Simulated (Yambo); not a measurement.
G0W0@LDA for CsSnI₃ (cubic perovskite, space group Pm-3m, No. 221) in Yambo (2×2×2 mesh, 8 Ry block, plasmon pole, screening fixed), without a terminator:

| bands N in G | gap R → R (eV) | shift of the valence edge (eV) |
|---|---|---|
| 146 | 1.067 | -0.217 |
| 268 | 1.117 | -0.462 |
| 436 | 1.150 | -0.576 |

**Question.** Extrapolate both columns to infinite N with E(N) = E∞ + A/N, test the form, and compare with the terminator.

**Answer.** From two points, E∞ = (N2 E2 − N1 E1)/(N2 − N1). The two largest N give 1.20 eV for the gap and -0.76 eV for the shift; the two smallest give 1.18 eV and -0.76 eV. For the gap the slopes A are -16 and -23 eV: the form isn't reached, and its limit is uncertain. For the shift the slopes A are 79 and 79 eV: the 1/N form holds. With the Bruneval-Gonze terminator and 436 bands the run gives 1.18 eV and -0.65 eV, 0.03 eV and 0.11 eV from the extrapolated values: the terminator too is an estimate of the remainder. Block, mesh and the bands in W are held fixed.

The standard potential for Sn keeps a d shell in the valence without the s and p states of that shell. In tests on such compounds this moved G0W0 gaps by up to about 0.9 eV, so absolute quasiparticle energies here are unreliable; differences between settings are what counts.

Spin-orbit coupling is not included.

Geometry of the Materials Project entry, not relaxed at this level; primitive cell a = b = c = 6.2862 Å, α = β = γ = 90.00°.

A shift is the quasiparticle energy of the state minus its LDA energy.
